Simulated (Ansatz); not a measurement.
MgS (rock salt, Fm-3m) under volume change, r²SCAN (plane waves, PAW; program Ansatz), scaled uniformly.

```tsv
V (Å³/atom)	E − E(relaxed) (meV/atom)	P (GPa)
16.023	…	…
16.551	17.5	5.59
17.079	4.1	2.58
17.607	0.0	0.00
18.136	3.8	-2.22
18.664	14.3	-4.13
19.192	…	…
```

Some entries are withheld; supply them.


- 16.023, E − E(relaxed) (meV/atom): 41.6
- 16.023, P (GPa): 9.10
- 19.192, E − E(relaxed) (meV/atom): 30.7
- 19.192, P (GPa): -5.78

What does a third-order Birch–Murnaghan fit give for V₀, B₀ and B′?

V₀ = 17.61 Å³/atom, B₀ = 79.8 GPa, B′ = 4.0.

The r²SCAN relaxation kept the symmetry of its start.

Potentials: the later of the program's two PAW sets.
